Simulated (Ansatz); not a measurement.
## Two-dimensional strain map in YSe

Method: DFT PBEsol, scalar-relativistic, plane waves, PAW in Ansatz 0.2.0. The runs took a 420 eV cutoff, a Γ-centred 14×14×14 mesh and Gaussian smearing (0.15 eV). No spin polarisation. Energies are free energies at this smearing, counted from the undisturbed cell; pressure is positive in compression.

The undisturbed cell (as given, not relaxed at this level; it stands at -2.5 GPa, and it needn't be the usual structure):

```
CELL_PARAMETERS angstrom
0.00000 2.87500 2.87500
2.87500 0.00000 2.87500
2.87500 2.87500 0.00000
ATOMIC_POSITIONS crystal
Y 0.00000 0.00000 0.00000
Se 0.50000 0.50000 0.50000
```

The cell is strained by p along both x and y and by q along z, fractional coordinates fixed. Points are written (p, q).

Energy above the undisturbed cell in meV/atom (a dash: not computed):

```
 p \ q  -0.030  -0.015  0.000  0.015  0.030
-0.030    17.9     9.7    9.3   15.3   26.4
-0.015     2.2    -4.6   -3.8    3.5   16.0
 0.000     3.2    -2.2    0.0    8.6   22.4
 0.015    18.2    14.2   17.9      –   43.1
 0.030    44.8    42.3   47.5   59.0   75.6
```

Pressure in GPa:

```csv
p \ q,-0.030,-0.015,0.000,0.015,0.030
-0.030,6.0,4.4,3.0,1.8,0.9
-0.015,2.8,1.3,0.0,-1.1,-2.0
0.000,0.2,-1.3,-2.5,-3.6,-4.4
0.015,-2.0,-3.4,-4.6,–,-6.4
0.030,-3.8,-5.1,-6.3,-7.2,-8.0
```